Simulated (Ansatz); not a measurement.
OsN$_{2}$ in space group Pnnm (No. 58; Os on 2a, N on 4g) at seven volumes, LDA (plane waves, PAW; program Ansatz), shape and atoms relaxed at each. One row is withheld.

```
V (Å³/atom)  P (GPa)
-----------  -------
7.987          47.95
8.251          29.22
8.514              ?
8.777           0.00
9.041         -11.27
9.304         -20.75
9.567         -28.70
```

Problem. Fit the shown pressures and predict the withheld one.

Solution. Third-order Birch–Murnaghan: P = (3/2)B₀(x^(7/2) − x^(5/2))[1 + (3/4)(B′ − 4)(x − 1)] with x = (V₀/V)^(2/3). Least squares on the six rows gives V₀ = 8.778 Å³/atom, B₀ = 407.7 GPa, B′ = 4.67. At V = 8.514, x = 1.0206 and P = 13.37 GPa. The run itself gave 13.38 GPa.

The first step of the workflow began from a Materials Project structure, measured or hypothetical; the Crystallography Open Database copy checked does not list it. Its standing as an ambient phase is unchecked. Symmetry was held in the LDA relaxation; its stability against distortions is not shown here. The run is not spin-polarised. Spin–orbit coupling is left out wherever it is not named.

Potentials: the later of the program's two PAW sets.
